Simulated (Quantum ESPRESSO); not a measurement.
**Band energies of SiO₂**

```
CELL_PARAMETERS angstrom
      4.93078     0.00000     0.00000
      0.00000     8.17971     0.00000
     -2.37805     0.00000     4.40403
ATOMIC_POSITIONS crystal
  O  0.45118 0.94627 0.59022
  O  0.54882 0.44627 0.40978
  O  0.65078 0.75069 0.30944
  O  0.34922 0.25069 0.69056
  O  0.10911 0.54542 0.53410
  O  0.89089 0.04542 0.46590
  O  0.67750 0.51129 0.96944
  O  0.32250 0.01129 0.03056
  Si 0.58146 0.93778 0.34949
  Si 0.41854 0.43778 0.65051
  Si 0.74575 0.56366 0.30622
  Si 0.25425 0.06366 0.69378
```

norm-conserving PBEsol (Quantum ESPRESSO, 84 Ry, no spin-orbit coupling); path ΓYHCEM1AXH1,MDZ,YD; energies in eV from the valence-band maximum.

```
k (1/Å)  point  band 28  band 29  band 30  band 31  band 32  band 33  band 34  band 35
-------  -----  -------  -------  -------  -------  -------  -------  -------  -------
0.00         Γ    -0.73    -0.58    -0.35    -0.14     0.00     5.74     8.02     8.71
0.48              -1.16    -0.84    -0.53    -0.44     0.00     7.02     8.79     8.93
0.71         Y    -0.97    -0.84    -0.74    -0.55     0.00     7.98     8.40     9.14
0.93              -1.10    -0.76    -0.70    -0.64    -0.06     8.21     8.54     9.14
1.15         H    -1.14    -0.96    -0.69    -0.61    -0.14     8.69     8.78     8.89
1.35              -0.98    -0.90    -0.72    -0.50    -0.10     8.31     8.41     9.17
1.55         C    -1.03    -0.77    -0.62    -0.50    -0.05     8.13     8.32     9.14
1.93         E    -0.95    -0.64    -0.64    -0.34    -0.34     8.39     8.39     8.92
2.33        M1    -1.24    -0.62    -0.62    -0.49    -0.49     8.71     8.71     9.05
2.75         A    -0.95    -0.60    -0.60    -0.48    -0.48     8.37     8.37     8.86
3.13         X    -1.06    -0.69    -0.67    -0.49    -0.23     8.07     8.31     9.26
3.34              -0.93    -0.89    -0.78    -0.51    -0.20     8.29     8.41     9.26
3.55        H1    -1.14    -0.96    -0.69    -0.61    -0.14     8.69     8.78     8.89
3.55         M    -1.24    -0.62    -0.62    -0.49    -0.49     8.71     8.71     9.05
3.85              -1.10    -0.66    -0.66    -0.38    -0.38     8.41     8.41     8.82
3.99         D    -1.09    -0.66    -0.66    -0.35    -0.35     8.33     8.33     8.76
4.23              -1.04    -0.61    -0.61    -0.33    -0.33     7.66     7.66     9.09
4.47              -0.93    -0.47    -0.47    -0.28    -0.28     6.92     6.92     9.02
4.71         Z    -0.88    -0.37    -0.37    -0.26    -0.26     6.61     6.61     8.93
4.71         Y    -0.97    -0.84    -0.74    -0.55     0.00     7.98     8.40     9.14
5.09         D    -1.09    -0.66    -0.66    -0.35    -0.35     8.33     8.33     8.76
```

The PBEsol gap is direct, 5.74 eV at Γ. Another valence extremum on the path lies within 0.02 eV, too close to call.

Geometry of the Materials Project entry, not relaxed at this level.

This is not the ordinary phase of the substance; no match was found in the copy of COD used, and its stability was not checked.
